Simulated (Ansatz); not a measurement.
The cell below belongs to a search over invented structures; it isn't taken from experiment.

Input and command of a plane-wave DFT calculation in Ansatz:

```yaml
crystal:
  lattice:
    - [-1.9129028863, 1.9129028863, 10.0814265608]
    - [1.9129028863, -1.9129028863, 10.0814265608]
    - [1.9129028863, 1.9129028863, -10.0814265608]
  atoms:
    - { symbol: Ba, position: [0.4194252461, 0.4194252461, 0.0] }
    - { symbol: Ba, position: [0.5805747539, 0.5805747539, 0.0] }
    - { symbol: Hf, position: [0.75, 0.25, 0.5] }
    - { symbol: Hf, position: [0.25, 0.75, 0.5] }
    - { symbol: O, position: [0.0, 0.0, 0.0] }
basis:
  ecutwfc: 420
kpoints:
  mp_grid: { grid: [14, 14, 14] }
hamiltonian:
  xc: pbe
scf:
  occupations: { method: gaussian, width: 0.1 }
output:
  forces: true
  stress: true
  eigenvalues: true
  write_density: true
  write_potential: true
  elf: true
  volumetric_format: npy
relax:
  adjacent_minimum: "off"
  f_tol: 0.01
  max_steps: 80
  cell: { stress_tol: 0.05 }
```

```bash
ansatz run input.yaml --threads 1 --pin off --max-ram 2560MiB --backend cpu --events-out ev --progress --plain --runs-dir out
```

Processor: AMD EPYC (Zen 3), 1 thread, on a host shared with other jobs.

**Question.** How long does it run, and how much memory does it take?

**Answer.** About 15 min, peak memory 1.3 GiB. It solves 47 bands at 244 k points (after reduction by symmetry) with about 2885 plane waves (on the last cell), in 31 SCF iterations over 4 ionic steps.
